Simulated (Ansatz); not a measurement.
YPb3 (Cu3Au type, Pm-3m), PBE in the plane-wave PAW code Ansatz, all energies at zero smearing, with the estimated change up to a 700 eV cutoff added, with one set of potentials and settings (totals compare only within such a set). Cell of 4 atoms (1 Y, 3 Pb): -39569.090 eV.

```tsv
element	reference phase	E (eV/atom)
Y	P6_3/mmc, 2 atoms in the cell	-3848.6668
Pb	Fm-3m, 1 atoms in the cell	-11906.4191
```

Formation energy per atom, worked out: (-39569.090 − 1×(-3848.6668) − 3×(-11906.4191))/4 = -0.292 eV/atom (-28 kJ per mol of atoms), at 0 K, without zero-point energy or fitted corrections.

The workflow started from an entry of the Crystallography Open Database (COD). Its standing as an ambient phase is unchecked. The cell was relaxed with PBE under the symmetry of its start; whether a distortion lowers the energy is not shown. The run is not spin-polarised. The references are the lowest solids computed at this level, not always the standard phases. Scalar-relativistic: spin–orbit coupling is off unless named, which matters more the heavier the elements.

Potentials: the later of the program's two PAW sets.
